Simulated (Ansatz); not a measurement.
The start is a relaxed WC cell, doubled along one cell vector, shaken by Gaussian noise of σ = 0.08 Å a coordinate. A full variable-cell relaxation at zero pressure is run with PBEsol (plane waves to 420 eV, PAW, scalar-relativistic; Ansatz, an electronic-structure program). The first steps use a coarse 8×4×5 k-mesh.

Input geometry:
```
WC
1.0
    2.88804     0.00000     0.00000
    0.00000     5.77608     0.00000
    0.00000     0.00000     5.19859
W C
4 4
Direct
  0.48080   0.01056   0.29875
  0.49342   0.51518   0.31436
  0.01523   0.23353   0.70665
  0.00303   0.74285   0.69448
  0.01119   0.00561   0.98347
  0.99574   0.47637   0.01135
  0.47276   0.25810   0.98584
  0.52645   0.74153   0.99824
```

What is the largest force in the starting geometry, and on which atom (counted from 1)?

About 6.6 eV/Å, on W3 (atoms numbered as listed).

How much energy is released per atom?

0.25 eV/atom.

How does the volume change?

-0.4 %, from 10.84 to 10.79 Å³/atom.

Is the relaxed structure metallic? Give its gap.

No gap (metallic).

Write out the relaxed structure.


Space group P2₁/m (No. 11); a = 3.0075 Å, b = 2.7016 Å, c = 5.3476 Å, α = γ = 90.00°, β = 96.50°

| atom | site | symmetry | x | y | z |
|---|---|---|---|---|---|
| W | 2e | m | 0.2278 | 0.7500 | 0.3167 |
| C | 2e | m | 0.6399 | 0.7500 | 0.0186 |

Final values are on a 16×17×9 k-mesh of the relaxed cell. No spin polarisation in the result.

The relaxed structure here is a generated cell of WC: the first start was made by placing the elements on the sites of a structure type, and the end was not matched to a known phase here, so it may be hypothetical. Known forms of WC include space group No. 187.
